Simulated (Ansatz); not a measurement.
**Computed properties of SnGe₃**

SnGe3:
```cif
data_Ge3Sn
_chemical_formula_sum 'Ge3 Sn1'
_space_group_name_H-M_alt 'P-4m2'
_space_group_IT_number 115
_space_group_name_Hall 'P -4 -2'
_cell_length_a 4.16626
_cell_length_b 4.16626
_cell_length_c 5.91910
_cell_angle_alpha 90.000
_cell_angle_beta 90.000
_cell_angle_gamma 90.000
loop_
_atom_site_label
_atom_site_type_symbol
_atom_site_symmetry_multiplicity
_atom_site_Wyckoff_symbol
_atom_site_fract_x
_atom_site_fract_y
_atom_site_fract_z
_atom_site_occupancy
Ge1 Ge 2 g 0.00000 0.50000 0.23227 1
Ge2 Ge 1 a 0.00000 0.00000 0.00000 1
Sn1 Sn 1 c 0.50000 0.50000 0.50000 1
```

Space group P-4m2 (No. 115); conventional cell a = 4.1663 Å, b = 4.1663 Å, c = 5.9191 Å, α = 90.00°, β = 90.00°, γ = 90.00°.

Method: PBEsol (plane waves, PAW; program Ansatz). The cell and atoms are relaxed at this level. Other levels are named where they apply.

### Cell and energy

| Quantity | Result |
|---|---|
| Volume per atom | 25.69 Å³ |
| Density | 5.44 g/cm³ |
| Formation energy from the elements (no fitted shifts) | 0.050 eV/atom |

### Electronic structure

| Item | Result |
|---|---|
| Electronic character | metallic (no gap) |
| Density of states at the Fermi level | 0.04 states/eV per atom (mean over ±0.08 eV) |
| Gap with spin–orbit coupling | none (metallic) |

### Mechanics

| Property | Value |
|---|---|
| Bulk modulus (Birch–Murnaghan fit) | 58.2 GPa |
| Pressure derivative B′ | 4.8 |

### Phonons

| Quantity | Result |
|---|---|
| Highest zone-centre frequency | 7.57 THz |
| Zone-centre stability | no imaginary mode at Γ |

The start of the workflow was typed in or built on a structure type; neither database checked (COD, Materials Project) lists it. Its standing as an ambient phase is unchecked. Symmetry was held in the PBEsol relaxation. As this level gives no gap, phonon frequencies hold no LO–TO term and depend on the k-mesh and smearing (Fermi–Dirac, 0.1 eV here). The references are the lowest solids computed at this level, not always the standard phases. Spin–orbit coupling is left out wherever it is not named.

Potentials: the later of the program's two PAW sets.
